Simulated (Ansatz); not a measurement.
Simulated powder pattern, Ag Kα, λ = 0.560885 Å (kinematic, ideal powder, no thermal factors, no anomalous dispersion; the 30 strongest lines at most, above 1 %, up to 2θ = 30°):

```
2θ (°)  d (Å)  I/Imax (%)
------  -----  ----------
8.28    3.884         3.2
9.90    3.251         100
13.78   2.338          41
14.24   2.262          42
16.10   2.003         5.1
16.50   1.955         3.6
16.61   1.942         7.2
17.37   1.857          24
19.87   1.626          16
21.10   1.532         4.5
21.56   1.500         2.3
21.94   1.474          20
22.53   1.435          24
23.71   1.365         6.4
24.53   1.320          17
24.80   1.306         9.2
25.02   1.295         1.4
25.55   1.269         2.6
25.93   1.250         2.7
27.77   1.169         4.0
28.71   1.131         5.9
28.91   1.124         5.4
29.09   1.117         2.5
29.37   1.106         3.4
29.99   1.084         7.9
```

The pattern belongs to a structure relaxed with DFT-PBEsol in the program Ansatz with PAW potentials.

Question: Which compound is it?
A. Ge, diamond
B. Ca, fcc (Cu type)
C. Bi, A7 (α-As type)
D. Tc, hcp (Mg type)

Answer: C, Bi, A7 (α-As type)

Question: Give the lattice parameters.

Answer: a = 4.525 Å, c = 11.651 Å.

Space group R-3m (A7 (α-As type)). The PBEsol relaxation kept the symmetry of its start. Axis ratios of metals converge slowly with the k-mesh, so a and c are less sure than the volume. Spin–orbit coupling is left out wherever it is not named.

Potentials: the later of the program's two PAW sets.
